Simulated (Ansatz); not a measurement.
This run works on a proposed trial structure, not on a known crystal.

Input and command of a plane-wave DFT calculation in Ansatz:

```yaml
crystal:
  lattice:
    - [3.3853738807, 0.0, 0.0]
    - [0.0, 6.3939607929, 0.0]
    - [0.0, 0.0, 6.0583696645]
  atoms:
    - { symbol: Ti, position: [0.0, 0.2422037992, 0.2981293743] }
    - { symbol: Ti, position: [0.5, 0.2317303409, 0.7004964933] }
    - { symbol: Ti, position: [0.0, 0.7682696591, 0.2004964933] }
    - { symbol: Ti, position: [0.5, 0.7577962008, 0.7981293743] }
    - { symbol: Se, position: [0.0, 0.472679948, 0.9204165778] }
    - { symbol: Se, position: [0.5, 0.527320052, 0.4204165778] }
    - { symbol: S, position: [0.5, 0.0267136219, 0.0809575547] }
    - { symbol: S, position: [0.0, 0.9732863781, 0.5809575547] }
basis:
  ecutwfc: 500
kpoints:
  mp_grid: { grid: [10, 6, 6] }
hamiltonian:
  xc: r2scan
scf:
  occupations: { method: gaussian, width: 0.1 }
output:
  forces: true
  stress: true
  eigenvalues: true
```

```bash
ansatz run input.yaml --threads 1 --pin off --max-ram 2560MiB --backend cpu --events-out ev --progress --plain --runs-dir out
```

Processor: Intel(R) Xeon(R) Processor @ 2.50GHz (Skylake/Cascade Lake), 1 thread, on a host shared with other jobs.

Question: Estimate time, memory and problem size.

Answer: About 4 min, peak memory 0.99 GiB. It solves 56 bands at 96 k points (after reduction by symmetry) with about 3325 plane waves, in 9 SCF iterations.
